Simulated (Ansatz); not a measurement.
# Relaxing a structure of NbRu

The start is a relaxed NbRu cell with every coordinate shifted by Gaussian noise of σ = 0.2 Å. A full variable-cell relaxation at zero pressure is run with PBEsol (plane waves to 420 eV, PAW, scalar-relativistic; Ansatz, a program for electronic structure). First-step values are on the input's coarse k-mesh.

Ansatz input (later rounds restart from its end on a renewed k-mesh):
Ansatz 0.2 input:
```yaml
crystal:
  lattice:
    - [1.6127231158, -2.278713211, 0]
    - [1.6127231158, 2.278713211, 0]
    - [0, 0, 4.1972442409]
  atoms:
    - { symbol: Nb, position: [-0.0377475921, -0.1138205099, 0.0089568769] }
    - { symbol: Ru, position: [0.4927459886, 0.5151558536, 0.5583777336] }
basis: { ecutwfc: 420, ecutrho_ratio: 4, xc_grid: 2, fft_grid_basis: typed }
kpoints: { mp_grid: { grid: [12, 12, 8] } }
hamiltonian:
  xc: pbesol
  dispersion: none
  pseudopotentials: { kind: paw }
scf: { occupations: { method: fermi_dirac, width: 0.05 } }
relax: { f_tol: 0.01, max_steps: 100, cell: { stress_tol: 0.02 } }
output: { forces: true, stress: true }
```

Q: How large is the pressure on the unrelaxed cell, and of which sign?

A: +9.6 GPa (positive: the cell is compressed).

Q: How much energy is released per atom?

A: 0.23 eV/atom.

Q: Does it find its way back to the structure it was made from?

A: It returns to the parent structure, Cmmm (No. 65).

Q: How do the shortest distances between atoms change?

A: The closest pairs of elements (up to four, under 3.6 Å), start → end: Nb–Ru 2.34 → 2.65 Å; Nb–Nb 2.79 → 2.79 Å; Ru–Ru 2.79 → 2.79 Å.

Q: What band gap does the relaxed structure have at this level?

A: Zero (metallic).

Final structure:

Space group Cmmm (No. 65); a = 3.2251 Å, b = 4.5575 Å, c = 4.1976 Å, α = β = γ = 90.00°

| atom | site | symmetry | x | y | z |
|---|---|---|---|---|---|
| Nb | 2c | mmm | 0.0000 | 0.5000 | 0.5000 |
| Ru | 2a | mmm | 0.0000 | 0.0000 | 0.0000 |
(The calculation used a cell of 2 atoms; values per cell refer to that cell.)

Final values are on a 18×18×11 k-mesh of the relaxed cell. No spin polarisation in the result.

The cell that was disturbed is our relaxation of an entry of Materials Project.
